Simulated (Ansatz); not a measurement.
# Turning moments in Fe (Im-3m)

The source of the geometry is a structure as deposited in COD (the entry's cell lengths or inner coordinates differ somewhat from later room-temperature determinations), repeated to hold the magnetic orders; atoms and cell stay fixed.

Functional, mesh and filling: PBE, 10×10×10 k mesh, Fermi–Dirac smearing of 0.05 eV. PAW means Ansatz 0.2.0 on its default frozen-core files. Site moments are integrated in spheres about the atoms.

Input of the first run:

```yaml
crystal:
  lattice:
    - [2.886, 0.0, 0.0]
    - [0.0, 2.886, 0.0]
    - [1.443, 1.443, 4.329]
  atoms:
    - { symbol: Fe, position: [0.0, 0.0, 0.0], spin: 2.3, spin_axis: [0.0, 0.0, 1.0] }
    - { symbol: Fe, position: [0.3333333333, 0.3333333333, 0.3333333333], spin: 2.3, spin_axis: [0.0, 0.0, 1.0] }
    - { symbol: Fe, position: [0.6666666667, 0.6666666667, 0.6666666667], spin: 2.3, spin_axis: [0.0, 0.0, 1.0] }
magnetization:
  noncollinear: true
kpoints:
  mp_grid: { grid: [10, 10, 10] }
scf:
  occupations: { method: fermi_dirac, width: 0.05 }
  lower_state_search: "off"
hamiltonian:
  xc: pbe
  pseudopotentials: { kind: paw }
output:
  eigenvalues: false
```

Command: `ansatz run input.yaml --threads 2 --pin off --max-ram 6144MiB --backend cpu --events-out ev --progress --plain --runs-dir out`

The input for «start Fe1↑ Fe2↑ Fe3↓ on spinors» by PAW differs from it in these lines, output keys apart:

```diff
-    - { symbol: Fe, position: [0.6666666667, 0.6666666667, 0.6666666667], spin: 2.3, spin_axis: [0.0, 0.0, 1.0] }
+    - { symbol: Fe, position: [0.6666666667, 0.6666666667, 0.6666666667], spin: 2.3, spin_axis: [0.0, 0.0, -1.0] }
```

The runs use spinors without spin–orbit coupling, and in-plane angles count from x. Energies count from the run that starts parallel.

| state | ΔF PAW (meV/atom) | largest moment, PAW (μB) | size of M, PAW (μB/cell) | directions kept |
| --- | --- | --- | --- | --- |
| parallel moments on spinors | 0.0 | 2.32 | ? | yes |
| in-plane start at Fe1 0°, Fe2 120°, Fe3 240° | +282.7 | ? | 0.00 | yes |
| start Fe1↑ Fe2↑ Fe3↓ on spinors | +264.8 | 2.31 | 1.80 | yes |

Q: Give the missing entry: row "in-plane start at Fe1 0°, Fe2 120°, Fe3 240°", column "largest moment, PAW (μB)".

A: 2.17.

Q: What belongs in the row "parallel moments on spinors", column "size of M, PAW (μB/cell)"?

A: 6.77.

For the state «start Fe1↑ Fe2↑ Fe3↓ on spinors», by PAW: Site moments (μB): Fe1 (0.00, 0.00, 2.08); Fe2 (0.00, 0.00, 2.08); Fe3 (0.00, 0.00, -2.31). Cell moment 1.80 μB.

The Ansatz runs typed with the search for lower states off end where their start leads. The magnetic state is the one that this cell and start allow. It needn't be the compound's measured order, which may need a larger cell or be absent.
